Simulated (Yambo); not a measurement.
# SiO2: sweep of GW parameters

G0W0@LDA for SiO₂ (space group P6_222, No. 180) in Yambo. Reference settings: 3×3×4 Γ-centred k mesh, 227 bands and a 8 Ry block in the screening, 227 bands in G with the Bruneval-Gonze terminator, plasmon pole fitted at 27.2 eV. The LDA gap A → Γ on this mesh is 5.50 eV; G0W0 gaps are taken between the same points.

| change from the reference | G0W0 gap A → Γ (eV) | shift of the valence edge (eV) | rough Yambo cost |
|---|---|---|---|
| reference settings | 8.63 | -1.82 | 1 |
| 84 bands in W, 84 bands in G | 8.69 | -1.64 | about 1/3 |
| 105 bands in W | 8.66 | -1.71 | about 1/2 |
| 2 Ry block | 8.90 | -2.20 | within a factor of two |
| pole fitted at 40 eV | 8.66 | -1.87 | – |
| no random integration | 8.57 | -1.72 | – |
| 84 bands in G, no terminator | 8.27 | -1.16 | – |
| no terminator | 8.52 | -1.62 | – |

The reference isn't shown to be the converged limit. Costs are rough (shared machines), scaled to the same edge states, and given only for runs that recompute the screening.

Geometry of the Materials Project entry, not relaxed at this level; primitive cell a = b = 5.061 Å, c = 5.540 Å, α = β = 90.00°, γ = 120.00°.

This is not the ordinary phase of the substance.

A shift is the quasiparticle energy of the state minus its LDA energy.
